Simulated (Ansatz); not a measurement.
**MgSc under pressure: fit and missing row**

MgSc, Pm-3m, a = 3.598 Å. The structure is a Materials Project entry; whether it is the stable form wasn't checked. Ansatz: r2SCAN, PAW, 500 eV, Γ-centred 12×12×12 mesh on 2 atoms, Gaussian smearing 0.10 eV; no spin polarisation. Cell and atoms are relaxed at each pressure, and no other structure is tried, so the rows at high pressure may lie past a change of phase.

```tsv
V (Å³/atom)	P (GPa)
?	89.96
14.814	49.97
17.422	24.99
19.654	11.96
21.744	4.05
22.863	1.00
23.296	-0.01
23.785	-1.05
```

Task: Take V0 = 23.296 Å³/atom, count pressures from its P0 = -0.01 GPa, fit the third-order Birch–Murnaghan form to the other rows, and predict the missing volume.

Result: With the Eulerian strain f = ½[(V0/V)^(2/3) − 1] and y = (P − P0)/[3f(1 + 2f)^(5/2)], the form is the line y = B0 + 1.5 B0 (B0′ − 4) f. Rows (f, y): 0.17615, 44.5; 0.10687, 48.0; 0.06000, 50.1; 0.02352, 51.3; 0.00629, 51.9; -0.00688, 52.2. Means f = 0.06099, y = 49.667; Σ(Δf)² = 0.02437, ΣΔfΔy = -1.027; the slope is their ratio. y = 52.24 − 42.15 f GPa, so B0 = 52.2 GPa and B0′ = 4 + 2 × (-42.15)/(3 × 52.24) = 3.46. P = 89.96 GPa is met at f = 0.25687 (y = 41.41), so V = V0 (1 + 2f)^(−3/2) = 12.508 Å³/atom. The run gave 12.483 Å³/atom, so the fit is 0.025 Å³/atom too high, within twice the rms miss on the fitted rows (0.017 Å³/atom). The form still works here, 78 % of the fitted range beyond its end.

The mesh isn't the same in all rows (12×12×12, 14×14×14).